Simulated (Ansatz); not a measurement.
This Hf3Ti2N5 structure is the end of a relaxation. The cell was found from a structure generator's guess, not taken from experiment.

Theory: DFT PBE, scalar-relativistic, plane waves, PAW (Ansatz). Cutoff 420 eV, Γ-centred mesh, Gaussian smearing, no spin polarisation.

```yaml
crystal:
  lattice:
    - [1.57595, 0.90988, 12.72753]
    - [-1.57595, 0.90988, 12.72753]
    - [0.00000, -1.81975, 12.72753]
  atoms:
    - { symbol: Hf, position: [0.70215, 0.70215, 0.70215] }
    - { symbol: Hf, position: [0.29785, 0.29785, 0.29785] }
    - { symbol: Hf, position: [0.50000, 0.50000, 0.50000] }
    - { symbol: Ti, position: [0.10044, 0.10044, 0.10044] }
    - { symbol: Ti, position: [0.89956, 0.89956, 0.89956] }
    - { symbol: N, position: [0.40243, 0.40243, 0.40243] }
    - { symbol: N, position: [0.00000, 0.00000, 0.00000] }
    - { symbol: N, position: [0.59757, 0.59757, 0.59757] }
    - { symbol: N, position: [0.20065, 0.20065, 0.20065] }
    - { symbol: N, position: [0.79935, 0.79935, 0.79935] }
```

The zero of energy is the elements' standard structures at the same level (N₂ as a molecule); no fitted shifts are applied.

(1) What space group does it have?

(2) How far does it lie from the elements in energy?

(3) Is it a metal?

Results:

(1) R-3m (No. 166), with Hf and Ti ordered on rock salt sites. Conventional cell: a = 3.152 Å, c = 38.183 Å. Around Hf on a site of symmetry 3m lie 6 N at 2.23–2.27 Å, 3 Ti at 3.08 Å and 9 Hf at 3.15–3.26 Å; Hf on a site of symmetry -3m has 6 N at 2.23 Å, 6 Ti at 3.12 Å and 6 Hf at 3.15 Å; Ti is surrounded by 6 N at 2.18–2.20 Å and 6 Hf at 3.08–3.12 Å; N on a site of symmetry 3m is surrounded by 3 Ti at 2.18 Å and 3 Hf at 2.23 Å; 2 more sites not described.

(2) −1.66 eV/atom. A negative formation energy is needed for stability but isn't enough: competing phases decide.

(3) Yes, bands cross the Fermi level on the 12×12×12 mesh.

The last run used a 12×12×12 mesh for its 10-atom cell and Gaussian smearing of 0.10 eV. These runs have no spin–orbit coupling, which can matter for Hf. Symmetry constrained the relaxation, so the result can be a saddle point.
